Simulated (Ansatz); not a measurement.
This cell of SrO (rock salt) is off equilibrium:

```
SrO
1.0
    0.00000     2.59750     2.59750
    2.59750     0.00000     2.59750
    2.59750     2.59750     0.00000
O Sr
1 1
Direct
  0.00000   0.00000   0.00000
  0.44799   0.44799   0.44799
```

Calculation: PBE (plane waves to 420 eV, PAW, scalar-relativistic; Ansatz, a quantum-chemistry and plane-wave program). k mesh 9×9×9 (Γ-centred), Fermi-Dirac smearing 0.05 eV. E stands for the smeared free energy. Stress and pressure are positive under compression. SrO was relaxed with its symmetry unable to fall.

Question: What forces act on the atoms (eV/Å, Cartesian)?

Answer: 
```tsv
atom	Fx	Fy	Fz
O1	-0.595	-0.595	-0.595
Sr2	0.595	0.595	0.595
```

Question: What is the stress tensor (GPa)?

Answer: 
```
    5.1     -1.1     -1.1
   -1.1      5.1     -1.1
   -1.1     -1.1      5.1
```
The pressure, a third of the trace, is 5.1 GPa.

Question: In it atom 2 sits (-0.270, -0.270, -0.270) Å away from its relaxed site. What is its energy relative to the relaxed cell?

Answer: 222 meV/cell.

(A displaced cell: forces are minus the slopes of the energy, force constants its curvatures, and phonons follow from these.)
